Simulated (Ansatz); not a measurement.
ZrGeRu:
```
ZrGeRu
1.0
   -3.75301     5.83412     3.38911
    3.75301    -5.83412     3.38911
    3.75301     5.83412    -3.38911
Zr Ge Ru
6 6 6
Direct
  0.50933   0.48104   0.52828
  0.95276   0.98104   0.47172
  0.50580   0.95199   0.05381
  0.89818   0.45199   0.94619
  0.08656   0.33492   0.25164
  0.08329   0.83492   0.74836
  0.83733   0.49904   0.32690
  0.17214   0.51044   0.67310
  0.83733   0.01044   0.83830
  0.17214   0.99904   0.16170
  0.46818   0.24555   0.72264
  0.52291   0.74555   0.27736
  0.50295   0.90966   0.65277
  0.25689   0.85018   0.34723
  0.50295   0.35018   0.09328
  0.25689   0.40966   0.90672
  0.74717   0.74717   0.00000
  0.74717   0.24717   0.50000
```

Relaxed with r²SCAN. Special points in fractions of this cell's reciprocal vectors: Γ (0.000, 0.000, 0.000); X (0.500, -0.500, 0.500); F0 (0.353, -0.353, 0.647); Σ0 (-0.353, 0.353, 0.353); Λ0 (0.334, 0.334, -0.334); G0 (0.666, -0.334, 0.334); R (0.000, 0.500, 0.000); W (0.250, 0.250, 0.250); S (0.500, 0.000, 0.000); T (0.000, 0.000, 0.500).

Task: List the band energies nearest the Fermi level at these points for r²SCAN in the plane-wave PAW code Ansatz.

Result: In eV from the Fermi level; about four levels below and three above (degenerate sets whole), none deeper than 8.9 eV; points with the same levels are listed once.

```json
[
 {"k": "Γ", "below": "-0.98 -0.71 -0.32 -0.15", "above": "0.43 0.52 0.74"},
 {"k": "X", "below": "-0.69 -0.35 -0.28 -0.19", "above": "0.23 0.33 0.70"},
 {"k": "F0", "below": "-0.73 -0.72 -0.65 -0.14", "above": "0.06 0.38 0.48"},
 {"k": "Λ0", "below": "-0.47 -0.26 -0.03 -0.02", "above": "0.08 0.92 0.95"},
 {"k": "R", "below": "-0.84 -0.84 -0.10 -0.10", "above": "0.67 0.67 1.00 1.00"},
 {"k": "W", "below": "-0.88 -0.88 -0.09 -0.09", "above": "0.59 0.59 0.96 0.96"},
 {"k": "S", "below": "-0.65 -0.57 -0.50 -0.09", "above": "0.26 0.27 0.88"},
 {"k": "T", "below": "-1.06 -0.90 -0.83 -0.41", "above": "0.00 0.23 0.64"}
]
```

Space group Ima2. The first step of the workflow began from a Materials Project structure, measured or hypothetical; the Crystallography Open Database copy checked does not list it. Whether it is the stable phase at ambient conditions was not checked. Symmetry was held in the r²SCAN relaxation; whether a distortion lowers the energy is not shown. The run is not spin-polarised. Scalar-relativistic: spin–orbit coupling is off unless named, which matters more the heavier the elements.

Potentials: the later of the program's two PAW sets.
